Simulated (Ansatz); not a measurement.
This cell of GaN (zinc blende) is off equilibrium:

```
CELL_PARAMETERS angstrom
      0.00000     4.54850     4.54850
      2.27425     2.27425     4.54850
      2.27425     2.27425     0.00000
ATOMIC_POSITIONS crystal
  N  0.00000 0.71702 0.78298
  N  0.50000 0.78298 0.71702
  Ga 0.00000 0.00000 0.00000
  Ga 0.50000 0.00000 0.00000
```

Method: PBE (plane waves to 420 eV, PAW, scalar-relativistic; Ansatz, an electronic-structure program). k mesh 12×12×12 (Γ-centred), Fermi-Dirac smearing 0.05 eV. Stress and pressure are positive under compression. GaN was relaxed with its symmetry unable to fall.

What forces act on the atoms (eV/Å, Cartesian)?


```
atom     Fx     Fy      Fz
----  -----  -----  ------
N1    0.000  0.000   3.196
N2    0.000  0.000  -3.196
Ga3   0.000  0.000   0.000
Ga4   0.000  0.000   0.000
```

Give the stress tensor in GPa and the pressure.


```
   4.83     0.00     0.00
   0.00     4.83     0.00
   0.00     0.00    -0.13
```
The pressure, a third of the trace, is 3.18 GPa.

(A displaced cell: forces are minus the slopes of the energy, force constants its curvatures, and phonons follow from these.)
